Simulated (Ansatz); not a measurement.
Here is the system:

Nb$_{2}$GaC:
```cif
data_C2Ga2Nb4
_chemical_formula_sum 'Nb4 Ga2 C2'
_space_group_name_H-M_alt 'P 1'
_space_group_IT_number 1
_cell_length_a 3.11874
_cell_length_b 3.11874
_cell_length_c 13.47317
_cell_angle_alpha 90.000
_cell_angle_beta 90.000
_cell_angle_gamma 120.000
loop_
_space_group_symop_operation_xyz
  'x, y, z'
loop_
_atom_site_label
_atom_site_type_symbol
_atom_site_fract_x
_atom_site_fract_y
_atom_site_fract_z
_atom_site_occupancy
Nb1 Nb 0.66667 0.33333 0.91033 1
Nb2 Nb 0.33333 0.66667 0.08967 1
Nb3 Nb 0.33333 0.66667 0.41033 1
Nb4 Nb 0.66667 0.33333 0.58967 1
Ga1 Ga 0.66667 0.33333 0.25000 1
Ga2 Ga 0.33333 0.66667 0.75000 1
C1 C 0.00000 0.00000 0.00000 1
C2 C 0.00000 0.00000 0.50000 1
```

This is the PBEsol-relaxed structure.

Task: All from the program Ansatz at the PBEsol level (PAW), unless another level is named. Estimate the electronic character.

Result: metallic (no gap).

Task: What about the formation energy from the elements (no fitted shifts)?

Result: -0.61 eV/atom.

Task: Give the density of states at the Fermi level.

Result: 0.45 states/eV per atom (mean over ±0.08 eV).

Task: And the gap with spin–orbit coupling?

Result: none (metallic).

Space group P6_3/mmc. The workflow started from a Materials Project entry (that database holds measured and hypothetical structures alike); the Crystallography Open Database copy checked does not list it. Its standing as an ambient phase is unchecked. The PBEsol relaxation kept the symmetry of its start; of distortions, only those at the zone centre were tested. The run is not spin-polarised. The references are the lowest solids computed at this level, not always the standard phases. Spin–orbit coupling is left out wherever it is not named.

Potentials: the later of the program's two PAW sets.
